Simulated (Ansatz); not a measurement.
MgCd2Te2Mo2O12, one structure, two calculations

Cell: a Materials Project structure (computed, not necessarily an observed phase), taken as it stands.

```
Mg Cd Te Mo O
1.0
     5.34287    0.00000    0.00000
     0.00000    5.34287    0.00000
     0.00000    0.00000   10.39293
Mg Cd Te Mo O
1 2 2 2 12
Direct
  0.50000 0.50000 0.00000
  0.00000 0.00000 0.50000
  0.50000 0.50000 0.50000
  0.00000 0.50000 0.26965
  0.50000 0.00000 0.73035
  0.50000 0.00000 0.21927
  0.00000 0.50000 0.78073
  0.35877 0.23571 0.11139
  0.23571 0.64123 0.88861
  0.64123 0.76429 0.11139
  0.76429 0.35877 0.88861
  0.26531 0.78748 0.30637
  0.21252 0.26531 0.69363
  0.73469 0.21252 0.30637
  0.78748 0.73469 0.69363
  0.19890 0.30679 0.38748
  0.30679 0.80110 0.61252
  0.80110 0.69321 0.38748
  0.69321 0.19890 0.61252
```

Sites (sets of like atoms) are named by element and the number of their first atom in this list.

First run. Level of theory: DFT, PBE, plane waves and PAW, scalar-relativistic, collinear spin, 420 eV cutoff, Γ-centred 5×5×3 k-points, Fermi–Dirac smearing 0.02 eV (Ansatz 0.2.0). Start moments as typed (μB): 1 on each Mo, none on the rest.

```json
{"site": "Mg", "atom": "1", "V_zz (10²¹ V/m²)": "-0.052", "η": "0.00", "m (μB)": "0.00"}
{"site": "Cd2", "atom": "2", "V_zz (10²¹ V/m²)": "0.83", "η": "0.00", "m (μB)": "0.00"}
{"site": "Cd3", "atom": "3", "V_zz (10²¹ V/m²)": "1.33", "η": "0.00", "m (μB)": "0.00"}
{"site": "Te", "atom": "4", "V_zz (10²¹ V/m²)": "-42.4", "η": "0.48", "m (μB)": "0.01"}
{"site": "Mo", "atom": "6", "V_zz (10²¹ V/m²)": "1.84", "η": "0.06", "m (μB)": "0.42"}
{"site": "O8", "atom": "8", "V_zz (10²¹ V/m²)": "-3.54", "η": "0.83", "m (μB)": "0.04"}
{"site": "O12", "atom": "12", "V_zz (10²¹ V/m²)": "7.27", "η": "0.49", "m (μB)": "0.01"}
{"site": "O16", "atom": "16", "V_zz (10²¹ V/m²)": "10.35", "η": "0.32", "m (μB)": "0.00"}
```

Second run. The same atoms and settings, except that the mesh is 6×6×4, the Fermi–Dirac smearing is 0.05 eV and the start moments (μB) are 0 0 0 0 0 1 -1 0 0 0 0 0 0 0 0 0 0 0 0 by atom.

Q: What does the second run give?

A: 

```json
{"site": "Mg", "atom": "1", "V_zz": "-0.082", "η": "0.00", "change of V_zz": "-0.03", "m (μB)": "0.00"}
{"site": "Cd2", "atom": "2", "V_zz": "0.84", "η": "0.00", "change of V_zz": "+0.01", "m (μB)": "0.00"}
{"site": "Cd3", "atom": "3", "V_zz": "1.33", "η": "0.00", "change of V_zz": "0.00", "m (μB)": "0.00"}
{"site": "Te", "atom": "4", "V_zz": "-42.3", "η": "0.48", "change of V_zz": "+0.06", "m (μB)": "0.01"}
{"site": "Mo", "atom": "6", "V_zz": "1.74", "η": "0.74", "change of V_zz": "-0.10", "m (μB)": "0.41"}
{"site": "O8", "atom": "8", "V_zz": "-3.41", "η": "0.89", "change of V_zz": "+0.13", "m (μB)": "0.04"}
{"site": "O12", "atom": "12", "V_zz": "7.28", "η": "0.49", "change of V_zz": "+0.01", "m (μB)": "0.01"}
{"site": "O16", "atom": "16", "V_zz": "10.35", "η": "0.32", "change of V_zz": "0.00", "m (μB)": "0.00"}
```

The largest change of V_zz is on O8, from -3.54 to -3.41. The whole tensor moves most on Mo, by 0.86 along its most changed direction. In per cent, |V_zz| changes by 0 on Te, -4 to 0 on O (all sites that start above 2). Where |V_zz| stays above 0.1, η moves most on Mo, from 0.06 to 0.74.

The largest force is 1.1 eV/Å, so the atoms aren't at the calculated equilibrium and relaxing them would move these values. Without spin–orbit coupling the gradients at and beside Te can be off by some per cent, at some sites by more. Semilocal functionals can leave a metal where correlation in the d or f shell opens a gap in the real compound, and that would change the values at and beside Mo. The magnetic order is the one that the run reached from its start moments, not necessarily the measured one (the real compound may not order at all).
For the first run: All moments are parallel here, as the start or the cell imposes; many such compounds order antiparallel, where fields and spin densities carried over to other atoms largely cancel.
